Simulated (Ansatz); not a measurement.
Relaxed LiCl (rock salt):

```xyz
4
Lattice="0.0000 5.1123 5.1123 2.5561 2.5561 5.1123 2.5561 2.5561 0.0000" Properties=species:S:1:pos:R:3 pbc="T T T"
Cl     0.0000     0.0000     0.0000
Cl     2.5561     5.1123     2.5561
Li     2.5561     2.5561     2.5561
Li     2.5561     5.1123     5.1123
```

The atoms are displaced by Q × the pattern below (from a DFPT mode at X = (0.5, 0.5, 0.0), largest move 1; Q in Å), at fixed cell. (q is in reciprocal vectors of the primitive cell; the cell shown is doubled to hold the pattern.)

```
atom      x      y       z
----  -----  -----  ------
Cl1   0.000  0.000  -0.087
Cl2   0.000  0.000   0.087
Li3   0.000  0.000   1.000
Li4   0.000  0.000  -1.000
```

All values below come from r2SCAN (plane waves to 500 eV, PAW, scalar-relativistic; Ansatz, a quantum-chemistry and plane-wave program). k mesh 11×11×11 (Γ-centred), Fermi-Dirac smearing 0.05 eV. Energies are smeared free energies. LiCl was relaxed with its symmetry unable to fall. ΔE is measured from the undisplaced structure.

Q: What ΔE (meV/cell) does the calculation give at Q (Å) = -0.233, -0.187, -0.140, -0.093, 0.093, 0.187?

A: 
```tsv
Q (Å)	ΔE (meV/cell)
-0.233	93.3
-0.187	56.4
-0.140	30.3
-0.093	13.0
0.093	13.0
0.187	56.4
```

(A displaced cell: forces are minus the slopes of the energy, force constants its curvatures, and phonons follow from these.)
